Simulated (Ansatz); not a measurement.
The start is a generated trial cell of Ir in the omega structure type. A full variable-cell relaxation at zero pressure is run with r2SCAN (plane waves to 500 eV, PAW, scalar-relativistic; Ansatz, a first-principles code). The first steps use a coarse 9×9×12 k-mesh.

The start:
```yaml
crystal:
  lattice:
    - [4.30560, 0.00000, 0.00000]
    - [-2.15280, 3.72876, 0.00000]
    - [0.00000, 0.00000, 2.61874]
  atoms:
    - { symbol: Ir, position: [0.00000, 0.00000, 0.00000] }
    - { symbol: Ir, position: [0.33333, 0.66667, 0.50000] }
    - { symbol: Ir, position: [0.66667, 0.33333, 0.50000] }
```

Problem. How much energy is released per atom?

Solution. 0.04 eV/atom.

Problem. How does the volume change?

Solution. +4.6 %, from 14.01 to 14.66 Å³/atom.

Problem. How do the shortest distances between atoms change?

Solution. The closest pairs of elements (up to four, under 3.6 Å), start → end: Ir–Ir 2.49 → 2.51 Å.

Problem. Is the relaxed structure metallic? Give its gap.

Solution. Zero (metallic).

Problem. What does it relax into? Give the structure.

Solution. 
```cif
data_Ir3
_chemical_formula_sum 'Ir3'
_space_group_name_H-M_alt 'P6/mmm'
_space_group_IT_number 191
_space_group_name_Hall '-P 6 2'
_cell_length_a 4.35033
_cell_length_b 4.35033
_cell_length_c 2.68247
_cell_angle_alpha 90.000
_cell_angle_beta 90.000
_cell_angle_gamma 120.000
loop_
_atom_site_label
_atom_site_type_symbol
_atom_site_symmetry_multiplicity
_atom_site_Wyckoff_symbol
_atom_site_fract_x
_atom_site_fract_y
_atom_site_fract_z
_atom_site_occupancy
Ir1 Ir 1 a 0.00000 0.00000 0.00000 1
Ir2 Ir 2 d 0.33333 0.66667 0.50000 1
```

The space group stays P6/mmm (No. 191) (the run could not lower it), with 3 atoms in the primitive cell. Final values are on a 12×12×17 k-mesh of the relaxed cell. No spin polarisation in the result.

The run could not lose the symmetry of its start, so the end can be a saddle point.

All atoms sit on sites fixed by symmetry, so only the cell could relax.

The relaxed structure here is a generated cell of Ir: the first start was made by placing the elements on the sites of a structure type, and the end was not matched to a known phase here, so it may be hypothetical. Known forms of Ir include space group No. 225.
